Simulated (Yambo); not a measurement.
G0W0@PBEsol for SiO₂ (α-cristobalite, space group P4_32_12, No. 96) in Yambo. Reference settings: 2×2×2 Γ-centred k mesh, 316 bands and a 8 Ry block in the screening, 316 bands in G with the Bruneval-Gonze terminator, plasmon pole fitted at 27.2 eV. The PBEsol gap Γ → Γ on this mesh is 5.70 eV; G0W0 gaps are taken between the same points.

The settings were changed. The gap went from 8.62 eV to 8.62 eV, and the shift of the valence edge from -1.84 eV to -1.78 eV.

Problem. Which change was made?
A. no random integration
B. 201 bands in W, 201 bands in G
C. 117 bands in W, 117 bands in G
D. 1 Ry block

Solution. B, 201 bands in W, 201 bands in G. The others gave (gap, valence shift): no random integration: 8.51, -1.66 eV; 117 bands in W, 117 bands in G: 8.68, -1.67 eV; 1 Ry block: 9.37, -2.53 eV.

Geometry of the Materials Project entry, not relaxed at this level; primitive cell a = 4.9756 Å, b = 4.9756 Å, c = 6.9009 Å, α = 90.00°, β = 90.00°, γ = 90.00°.

This is not the ordinary phase of the substance.

A shift is the quasiparticle energy of the state minus its PBEsol energy.
